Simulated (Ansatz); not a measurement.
Ni (Im-3m); volume scaled by 1.12.

```yaml
crystal:
  lattice:
    - [-1.43699, 1.43699, 1.43699]
    - [1.43699, -1.43699, 1.43699]
    - [1.43699, 1.43699, -1.43699]
  atoms:
    - { symbol: Ni, position: [0.00000, 0.00000, 0.00000] }
```

The reference geometry is a structure from the Materials Project; nothing is relaxed.

Functional, mesh and filling: LDA, 17×17×17 k mesh, Fermi–Dirac smearing of 0.05 eV. LAPW is all-electron LAPW in Ansatz 0.2.0. Site moments are integrated in spheres about the atoms. Start moments (μB): Ni 1.5.

Iteration by iteration:

```
iteration  Harris–Foulkes energy less the last (meV)  density residual (eV)  M (μB)  ∫|m| (μB)
        1                                     87.498                3.5e-03  0.7493     0.8266
        2                                     55.783                2.6e-04  0.7542     0.8278
        3                                     36.119                1.4e-04  0.7227     0.7956
        4                                     23.244                3.8e-05  0.7053     0.7774
        5                                     14.735                3.5e-06  0.6832     0.7548
        6                                      9.465                3.9e-07  0.6696     0.7396
        7                                      6.186                1.5e-06  0.6570     0.7254
        8                                     -0.675                1.3e-04  0.6080     0.6688
        9                                      0.179                2.3e-06  0.5890     0.6492
       10                                      0.037                7.8e-09  0.5795     0.6357
       11                                      0.001                3.0e-09  0.5764     0.6299
       12                                      0.000                4.5e-11  0.5765     0.6297
```

Site moments (μB): Ni 0.60. Cell moment 0.58 μB.

The Ansatz runs typed with the search for lower states off end where their start leads. None of this fixes the real material's magnetic order: only patterns that fit the cell were computed, at zero temperature, with a functional that can overstate moments.
